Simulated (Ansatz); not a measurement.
An Ansatz (a first-principles code) run. Input:

Ansatz 0.2 input:
```yaml
crystal:
  lattice:
    - [2.8161872303, 1.6259264555, 4.0253549196]
    - [-2.8161872303, 1.6259264555, 4.0253549196]
    - [0.0, -3.251852911, 4.0253549196]
  atoms:
    - { symbol: B, position: [0.3084623239, 0.8064307152, 0.8064307152] }
    - { symbol: B, position: [0.6915376761, 0.1935692848, 0.1935692848] }
    - { symbol: B, position: [0.8064307152, 0.3084623239, 0.8064307152] }
    - { symbol: B, position: [0.1935692848, 0.6915376761, 0.1935692848] }
    - { symbol: B, position: [0.8064307152, 0.8064307152, 0.3084623239] }
    - { symbol: B, position: [0.1935692848, 0.1935692848, 0.6915376761] }
    - { symbol: B, position: [0.6702405475, 0.9940731115, 0.9940731115] }
    - { symbol: B, position: [0.3297594525, 0.0059268885, 0.0059268885] }
    - { symbol: B, position: [0.9940731115, 0.6702405475, 0.9940731115] }
    - { symbol: B, position: [0.0059268885, 0.3297594525, 0.0059268885] }
    - { symbol: B, position: [0.9940731115, 0.9940731115, 0.6702405475] }
    - { symbol: B, position: [0.0059268885, 0.0059268885, 0.3297594525] }
    - { symbol: C, position: [0.6097596408, 0.6097596408, 0.6097596408] }
    - { symbol: C, position: [0.3902403592, 0.3902403592, 0.3902403592] }
    - { symbol: C, position: [0.5, 0.5, 0.5] }
kpoints:
  mp_grid: { grid: [6, 6, 6] }
hamiltonian:
  xc: r2scan
  pseudopotentials: { kind: paw }
scf:
  occupations: { method: fixed }
phonons:
  method: dfpt
  response_accuracy: low
  eigenvectors: true
  rigid_motions: translations
  dielectric: true
  raman: true
```

Output (shortened):

```
Pseudopotential: B, paw, valence charge 3
Pseudopotential: C, paw, valence charge 4
Functional definition: r2SCAN
Crystal: 15 atoms, lattice volume = 110.591 Å³
Basis set: ecut = 500 eV, 2805 PW (Γ), exchange–correlation on 200×200×200 points (125 copies of the dense FFT grid, shifted against one another)
Bands: 39, of which v1, the nominal top of the filled ones, is band 24 counted from 1 (23 counted from 0)
Symmetry: 12 space group operations
k-points: 112 of 216 (irreducible under 1 space group operation, time reversal used)
SCF 1 converged in 9 iterations: F = -2634.381122 eV  dr2 = 1.68e-11
── the response to a field inside a basis, on 8×8×8 k-points: an SCF that follows is theirs, and a resumed run solves both again ──
Crystal: 15 atoms, lattice volume = 110.591 Å³
Bands: 25, of which v1, the nominal top of the filled ones, is band 24 counted from 1 (23 counted from 0)
k-points: 60
SCF 1 converged in 6 iterations: F = -2634.303807 eV  dr2 = 7.99e-11
SCF converged after 9 iterations
Free energy (F): -2634.381122 eV
Harris-Foulkes:  -2634.381122 eV  (|F-HF|=9.09e-13)
Internal energy: -2634.381122 eV  (E = F + TS)
E sigma→0 (E₀):  -2634.381122 eV
Fermi energy:    7.914081 eV
--- Per-component energies (eV) ---
  E_band       = 62.173220
  E_kinetic    = 866.260002
  E_local      = -702.895102  (includes V_loc(G=0)·N_el)
  E_nonlocal   = 214.666128
  E_hartree    = 198.974115
  E_xc         = -521.448558
  E_vxc        = -694.929316  (∫ρ·V_xc dr)
  E_paw        = -1262.805375  (= ΣΔE_a)
  E_vpaw       = -53.111675  (= ΣTr[D̂ρ^β])
  E_aug_tail   = -0.000004  (compensation charges beyond the density's cutoff)
  E_vtau       = 34.234911  (kinetic-family band-sum trace: ∫τ·v_τ [+ j·A + Jᵃ·Aᵃ] dr)
  E_ewald      = -1426.836703
  E_core_change = -0.295626  (= ΣΔE_core)
  E_smearing   =  0.000000  (= −TS)
  E_closure    =  0.000000  (closes the sum)
  Σ components = -2634.381122   (vs F -2634.381122, Δ=0.00e0)
--- Band table (eV; the first three rows and the last of 112) ---
  k-point 0: bands = ["-10.1421", "-6.8504", "-6.7258", "-2.9200", "-2.9200", "-1.8881", "-0.8009", "-0.2190", "-0.2190", "0.8739", "0.8739", "1.1063", "1.1063", "1.3979", "1.7515", "4.9306", "5.3154", "5.3154", "6.0523", "6.1344", "6.9245", "6.9245", …
  k-point 1: bands = ["-10.0802", "-7.0464", "-6.6499", "-3.1095", "-2.9391", "-2.1020", "-0.6992", "-0.0754", "-0.0712", "0.1837", "0.7230", "1.4361", "1.9308", "2.0140", "2.1672", "4.6619", "4.9360", "5.2355", "5.6643", "6.3923", "6.4938", "6.8775", …
  k-point 2: bands = ["-9.9414", "-7.3454", "-6.6047", "-3.4195", "-2.9634", "-2.3945", "-0.6726", "-0.5709", "0.1751", "0.6712", "1.0724", "1.9238", "2.5304", "2.7747", "3.0761", "4.4063", "4.4786", "5.0213", "5.4692", "5.5275", "6.1192", "6.5960", "6.7695", …
  k-point 111: bands = ["-9.6775", "-8.0326", "-5.7731", "-3.5933", "-3.0426", "-3.0426", "-1.4984", "-1.4984", "0.1312", "0.5496", "2.1988", "2.1988", "3.6647", "3.6647", "3.7593", "4.8804", "4.8804", "4.9531", "5.1965", "5.1965", "6.6172", "7.2258", …
--- Phonons (Γ-DFPT): 8 representative perturbations + reference, on 112 of 216 k-points (Σ response iterations 50) ---
  ASR residual: 5.387e-4 → 0.000e0 eV/Å²; symmetrization residual: 4.021e-5 eV/Å²
  ASR residual per site (eV/Å²): 2.76e-4 2.76e-4 2.76e-4 2.76e-4 2.76e-4 2.76e-4 3.11e-4 3.11e-4 3.11e-4 3.11e-4 3.11e-4 3.11e-4 1.23e-4 1.23e-4 5.39e-4
  Γ frequencies (cm⁻¹): 0.00 0.00 0.00 439.47 490.46 493.78 493.78 508.70 508.70 533.41 533.41 535.30 535.30 582.80 625.82 625.82 695.00 715.37 723.70 723.70 751.91 751.91 759.99 792.28 792.28 796.35 796.35 816.81 816.81 817.75 817.75 824.09 852.60 864.94 …
  ε∞ (high-frequency dielectric tensor):
        7.304320     0.000000     0.000000
        0.000000     7.304320     0.000000
        0.000000     0.000000     8.906488
  ε⁰ (static dielectric tensor: ions relaxed, cell fixed):
        7.888112     0.000000     0.000000
        0.000000     7.888112     0.000000
        0.000000     0.000000    10.446580
  ε⁰ − ε∞ (ionic part):
        0.583793     0.000000     0.000000
        0.000000     0.583793     0.000000
        0.000000     0.000000     1.540093
  softest optical mode at Γ: 439.47 cm⁻¹; the repairs (sum rule, projections) moved no ω² at Γ by more than (7.76 cm⁻¹)²
  Born effective charges Z* (e; rows j = field, columns β = displacement):
    site 0:
         0.81563    0.52431   -0.06450
         0.52431    0.21022   -0.03724
        -0.86342   -0.49850   -0.15271
    site 1:
         0.81563    0.52431   -0.06450
         0.52431    0.21022   -0.03724
        -0.86342   -0.49850   -0.15271
    site 2:
         0.81563   -0.52431    0.06450
        -0.52431    0.21022   -0.03724
         0.86342   -0.49850   -0.15271
    site 3:
         0.81563   -0.52431    0.06450
        -0.52431    0.21022   -0.03724
         0.86342   -0.49850   -0.15271
    site 4:
        -0.09249    0.00000    0.00000
         0.00000    1.11834    0.07448
         0.00000    0.99699   -0.15271
    site 5:
        -0.09249    0.00000    0.00000
         0.00000    1.11834    0.07448
         0.00000    0.99699   -0.15271
    site 6:
        -0.04715    0.13378    0.08241
         0.13378   -0.20163    0.04758
         0.32199    0.18590    0.03122
    site 7:
        -0.04715    0.13378    0.08241
         0.13378   -0.20163    0.04758
         0.32199    0.18590    0.03122
    site 8:
        -0.04715   -0.13378   -0.08241
        -0.13378   -0.20163    0.04758
        -0.32199    0.18590    0.03122
    site 9:
        -0.04715   -0.13378   -0.08241
        -0.13378   -0.20163    0.04758
        -0.32199    0.18590    0.03122
    site 10:
        -0.27887    0.00000    0.00000
         0.00000    0.03009   -0.09516
         0.00000   -0.37181    0.03122
    site 11:
        -0.27887    0.00000    0.00000
         0.00000    0.03009   -0.09516
         0.00000   -0.37181    0.03122
    site 12:
        -1.76738    0.00000    0.00000
         0.00000   -1.76738    0.00000
         0.00000    0.00000   -2.76168
    site 13:
        -1.76738    0.00000    0.00000
         0.00000   -1.76738    0.00000
         0.00000    0.00000   -2.76168
    site 14:
         1.20357    0.00000    0.00000
         0.00000    1.20357    0.00000
         0.00000    0.00000    6.25231
  Z* charge neutrality: 3.955e-3 e pre-enforcement
  solved inside a basis spanned on kpoints, on 8×8×8 k-points transformed towards the longest dipole: ε∞ is read to err by 3.8e-2, Z* by 4.2e-2 e (field_mesh …
  Raman tensors (in the event stream and the table raman_tensors.tsv) …
  optical modes at Γ without the LO–TO term, one row a degenerate level:
      ω (cm⁻¹)  modes    IR ((D/Å)²/amu)  static Raman (Å⁴/amu)  depolarisation
        439.47      1             2.3310                 0.0000               —
        490.46      1             0.0000                 0.0000               —
        493.78      2             0.0000               104.9732           0.750
        508.70      2             0.3406                 0.0000               —
        533.41      2             0.0000                 1.2386           0.750
        535.30      2             0.0230                 0.0000               —
        582.80      1             0.0000                 0.0000               —
        625.82      2             0.4169                 0.0000               —
        695.00      1             0.0000               167.1449           0.023
        715.37      1             0.4549                 0.0000               —
        723.70      2             5.9701                 0.0000               —
        751.91      2             0.0000               368.5897           0.750
        759.99      1             0.0000              2044.8131           0.002
        792.28      2             1.8495                 0.0000               —
        796.35      2             0.0000                61.5367           0.750
        816.81      2            10.1745                 0.0000               —
        817.75      2             0.0000                 1.5907           0.750
        824.09      1             0.0000                 0.0000               —
        852.60      1            26.3113                 0.0000               —
        864.94      1             0.0000                 0.0000               —
        902.17      1             0.5172                 0.0000               —
        980.62      2             0.0000               465.0126           0.750
        989.16      1             0.0000              1984.4568           0.006
        993.39      2            28.1092                 0.0000               —
       1080.50      2             0.0000               347.8186           0.750
       1088.02      1             0.0000              1682.9219           0.062
       1165.05      1             0.0000              5375.5963           0.000
       1726.11      1            89.5815                 0.0000               —
  optical modes at Γ + LO–TO along q̂ = [1.0000, 0.0000, 0.0000]:
      ω (cm⁻¹)  modes    IR ((D/Å)²/amu)  static Raman (Å⁴/amu)  depolarisation
        439.47      1             2.3310                 0.0000               —
        490.46      1             0.0000                 0.0000               —
        493.78      2             0.0000               104.9732           0.750
        508.70      1             0.1703                 0.0000               —
        509.09      1             0.1344                 0.0000               —
        533.41      2             0.0000                 1.2386           0.750
        535.30      1             0.0115                 0.0000               —
        535.32      1             0.0092                 0.0000               —
        582.80      1             0.0000                 0.0000               —
        625.82      1             0.2085                 0.0000               —
        626.19      1             0.1502                 0.0000               —
        695.00      1             0.0000               167.1449           0.023
        715.37      1             0.4549                 0.0000               —
        723.70      1             2.9851                 0.0000               —
        728.23      1             2.0638                 0.0000               —
        751.91      2             0.0000               368.5897           0.750
        759.99      1             0.0000              2044.8131           0.002
        792.28      1             0.9248                 0.0000               —
        793.39      1             0.4779                 0.0000               —
        796.35      2             0.0000                61.5367           0.750
        816.81      1             5.0872                 0.0000               —
        817.75      2             0.0000                 1.5907           0.750
        824.09      1             0.0000                 0.0000               —
        824.82      1             4.7783                 0.0000               —
        852.60      1            26.3113                 0.0000               —
        864.94      1             0.0000                 0.0000               —
        902.17      1             0.5172                 0.0000               —
        980.62      2             0.0000               465.0126           0.750
        989.16      1             0.0000              1984.4568           0.006
        993.39      1            14.0546                 0.0000               —
       1013.08      1            15.8280                 0.0000               —
       1080.50      2             0.0000               347.8186           0.750
       1088.02      1             0.0000              1682.9219           0.062
       1165.05      1             0.0000              5375.5963           0.000
       1726.11      1            89.5815                 0.0000               —
  optical modes at Γ + LO–TO along q̂ = [0.0000, 1.0000, 0.0000]:
      ω (cm⁻¹)  modes    IR ((D/Å)²/amu)  static Raman (Å⁴/amu)  depolarisation
        439.47      1             2.3310                 0.0000               —
        490.46      1             0.0000                 0.0000               —
        493.78      2             0.0000               104.9732           0.750
        508.70      1             0.1703                 0.0000               —
        509.09      1             0.1344                 0.0000               —
        533.41      2             0.0000                 1.2386           0.750
        535.30      1             0.0115                 0.0000               —
        535.32      1             0.0092                 0.0000               —
        582.80      1             0.0000                 0.0000               —
        625.82      1             0.2085                 0.0000               —
        626.19      1             0.1502                 0.0000               —
        695.00      1             0.0000               167.1449           0.023
        715.37      1             0.4549                 0.0000               —
        723.70      1             2.9851                 0.0000               —
        728.23      1             2.0638                 0.0000               —
        751.91      2             0.0000               368.5897           0.750
        759.99      1             0.0000              2044.8131           0.002
        792.28      1             0.9248                 0.0000               —
        793.39      1             0.4779                 0.0000               —
        796.35      2             0.0000                61.5367           0.750
        816.81      1             5.0872                 0.0000               —
        817.75      2             0.0000                 1.5907           0.750
        824.09      1             0.0000                 0.0000               —
        824.82      1             4.7783                 0.0000               —
        852.60      1            26.3113                 0.0000               —
        864.94      1             0.0000                 0.0000               —
        902.17      1             0.5172                 0.0000               —
        980.62      2             0.0000               465.0126           0.750
        989.16      1             0.0000              1984.4568           0.006
        993.39      1            14.0546                 0.0000               —
       1013.08      1            15.8280                 0.0000               —
       1080.50      2             0.0000               347.8186           0.750
       1088.02      1             0.0000              1682.9219           0.062
       1165.05      1             0.0000              5375.5963           0.000
       1726.11      1            89.5815                 0.0000               —
  optical modes at Γ + LO–TO along q̂ = [0.0000, 0.0000, 1.0000]:
      ω (cm⁻¹)  modes    IR ((D/Å)²/amu)  static Raman (Å⁴/amu)  depolarisation
        444.30      1             1.6662                 0.0000               —
        490.46      1             0.0000                 0.0000               —
        493.78      2             0.0000               104.9732           0.750
        508.70      2             0.3406                 0.0000               —
        533.41      2             0.0000                 1.2386           0.750
        535.30      2             0.0230                 0.0000               —
        582.80      1             0.0000                 0.0000               —
        625.82      2             0.4169                 0.0000               —
        695.00      1             0.0000               167.1449           0.023
        715.88      1             0.2561                 0.0000               —
        723.70      2             5.9701                 0.0000               —
        751.91      2             0.0000               368.5897           0.750
        759.99      1             0.0000              2044.8131           0.002
        792.28      2             1.8495                 0.0000               —
        796.35      2             0.0000                61.5367           0.750
        816.81      2            10.1745                 0.0000               —
        817.75      2             0.0000                 1.5907           0.750
        824.09      1             0.0000                 0.0000               —
        864.94      1             0.0000                 0.0000               —
        882.26      1            20.5455                 0.0000               —
        903.57      1             2.5440                 0.0000               —
        980.62      2             0.0000               465.0126           0.750
        989.16      1             0.0000              1984.4568           0.006
        993.39      2            28.1092                 0.0000               —
       1080.50      2             0.0000               347.8186           0.750
       1088.02      1             0.0000              1682.9219           0.062
       1165.05      1             0.0000              5375.5963           0.000
       1782.85      1            94.1841                 0.0000               —
```

Cost: roughly 40 core-minutes on shared cores.

Space group R-3m. The workflow started from a Materials Project entry (that database holds measured and hypothetical structures alike); the Crystallography Open Database copy checked does not list it. Its standing as an ambient phase is unchecked. The cell was relaxed with r²SCAN under the symmetry of its start; its stability against distortions is not shown here.

Potentials: the later of the program's two PAW sets.

Ansatz is a plane-wave DFT program.
